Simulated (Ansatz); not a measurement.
ScPd3N:
```
ScPd3N
1.0
    4.14384     0.00000     0.00000
    0.00000     4.14384     0.00000
    0.00000     0.00000     4.14384
Sc Pd N
1 3 1
Direct
  0.00000   0.00000   0.00000
  0.00000   0.50000   0.50000
  0.50000   0.00000   0.50000
  0.50000   0.50000   0.00000
  0.50000   0.50000   0.50000
```

Relaxed with PBEsol. Special points in fractions of this cell's reciprocal vectors: Γ (0.000, 0.000, 0.000); X (0.000, 0.500, 0.000); M (0.500, 0.500, 0.000); R (0.500, 0.500, 0.500).

**Question.** List the band energies nearest the Fermi level at these points for DFT-PBEsol in the program Ansatz with PAW potentials.

**Answer.** In eV from the Fermi level; about four levels below and three above (degenerate sets whole), none deeper than 8.9 eV; points with the same levels are listed once.

| k | below | above |
|---|---|---|
| Γ | -1.41 -1.28 -1.28 -1.28 | 1.41 1.41 1.53 |
| X | -2.23 -1.28 -1.09 -1.09 | 0.69 0.69 1.04 |
| M | -1.65 -0.37 -0.37 -0.29 | 0.32 0.94 0.94 |
| R | -1.47 -1.47 -1.47 -0.22 -0.22 -0.22 | 0.19 0.19 0.19 |

Space group Pm-3m (anti-perovskite). The start of the workflow was typed in or built on a structure type; neither database checked (COD, Materials Project) lists it. Whether it is the stable phase at ambient conditions was not checked. The cell was relaxed with PBEsol under the symmetry of its start; phonons show weakly imaginary modes. No spin polarisation was allowed. Spin–orbit coupling is left out wherever it is not named.

Potentials: the later of the program's two PAW sets.
